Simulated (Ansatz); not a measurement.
CsCdBr$_{3}$ in space group P6_3/mmc (No. 194; Cs on 2d, Cd on 2a, Br on 6h), DFT-LDA in the program Ansatz with PAW potentials. The conduction-band minimum lies at Γ, with 1 equivalent valley. Second derivatives d²E/dk² of the lowest band at one valley (eV·Å²), along Cartesian directions:

```json
[
 {"direction": "[100]", "d²E/dk²": "30.76"},
 {"direction": "[010]", "d²E/dk²": "30.76"},
 {"direction": "[001]", "d²E/dk²": "22.74"},
 {"direction": "[110]", "d²E/dk²": "30.76"},
 {"direction": "[101]", "d²E/dk²": "26.76"},
 {"direction": "[011]", "d²E/dk²": "26.76"}
]
```

### Question
Find the principal effective masses, the density-of-states mass and the conductivity mass.

### Answer
Off-diagonal terms follow from H_xy = H[110] − (H_xx + H_yy)/2, and m*/mₑ = 7.620 eV·Å² over each eigenvalue: 0.25, 0.25, 0.34. One valley's DOS mass (m₁m₂m₃)^(1/3) = 0.27, conductivity mass 3/(Σ 1/mᵢ) = 0.27 mₑ.

### Question
What effective density of states Nc follows at 300 K for parabolic valleys?

### Answer
Nc = 2.509e19 × 1 × (0.27)^(3/2) ≈ 3.5e18 cm⁻³.

### Question
With the computed static dielectric constant 9.74 (mean of the diagonal), estimate a hydrogenic donor's binding energy and radius.

### Answer
E = 13.606 eV × 0.27/9.74² ≈ 39 meV; a = 0.529 Å × ε/m* ≈ 19 Å. Semilocal masses tend to be too small where the gap is.

The first step of the workflow began from a Materials Project structure, measured or hypothetical; the Crystallography Open Database files this formula in space group No. 194, but the cells were not matched. Its standing as an ambient phase is unchecked. The cell was relaxed with LDA under the symmetry of its start; phonons on a q-mesh show no instability. Spin–orbit coupling is left out wherever it is not named.

Potentials: the later of the program's two PAW sets.
